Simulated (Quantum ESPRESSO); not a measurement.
## Band energies of NaF

```
NaF
1.0
    0.00000     2.31367     2.31367
    2.31367     0.00000     2.31367
    2.31367     2.31367     0.00000
F Na
1 1
Direct
  0.50000   0.50000   0.50000
  0.00000   0.00000   0.00000
```

PBEsol (pw.x of Quantum ESPRESSO, ONCV potentials, scalar-relativistic); path ΓXWKΓLUWLK,UX; energies in eV from the valence-band maximum.

```
k (1/Å)  point  band 4  band 5  band 6  band 7  band 8  band 9  band 10  band 11
-------  -----  ------  ------  ------  ------  ------  ------  -------  -------
0.00         Γ  -18.80  -18.80    0.00    0.00    0.00    6.22    18.96    18.96
0.63            -18.83  -18.37   -0.84   -0.19   -0.19    8.36    15.16    19.32
1.36         X  -18.86  -18.74   -1.30   -0.41   -0.41   13.03    13.18    13.62
2.04         W  -18.90  -18.31   -0.89   -0.89   -0.58   13.09    13.09    15.22
2.52         K  -18.84  -18.32   -1.08   -0.84   -0.37   12.71    13.11    14.72
2.83            -18.83  -18.16   -1.17   -0.76   -0.30   11.31    13.41    16.18
3.55            -18.80  -18.45   -0.51   -0.11   -0.06    7.24    16.36    18.97
3.96         Γ  -18.80  -18.80    0.00    0.00    0.00    6.22    18.96    18.96
4.17            -18.80  -18.64   -0.17   -0.02   -0.02    6.52    17.79    19.09
4.92            -18.82  -18.04   -1.51   -0.24   -0.24   10.04    12.99    20.05
5.13         L  -18.82  -18.00   -1.61   -0.26   -0.26   10.67    12.39    20.06
5.55            -18.83  -18.11   -1.39   -0.53   -0.30   11.44    12.57    17.41
5.96         U  -18.84  -18.32   -1.08   -0.84   -0.37   12.71    13.11    14.72
6.32            -18.89  -18.31   -0.97   -0.83   -0.55   13.02    13.09    15.13
6.44         W  -18.90  -18.31   -0.89   -0.89   -0.58   13.09    13.09    15.22
7.02            -18.83  -18.09   -1.42   -0.49   -0.31   11.34    12.54    17.77
7.40         L  -18.82  -18.00   -1.61   -0.26   -0.26   10.67    12.39    20.06
7.57            -18.82  -18.02   -1.57   -0.31   -0.26   10.80    12.42    19.37
8.15            -18.84  -18.28   -1.07   -0.87   -0.36   12.54    13.04    15.05
8.24         K  -18.84  -18.32   -1.08   -0.84   -0.37   12.71    13.11    14.72
8.24         U  -18.84  -18.32   -1.08   -0.84   -0.37   12.71    13.11    14.72
8.72         X  -18.86  -18.74   -1.30   -0.41   -0.41   13.03    13.18    13.62
```

The PBEsol gap is direct, 6.22 eV at Γ.

Geometry relaxed with PBEsol.
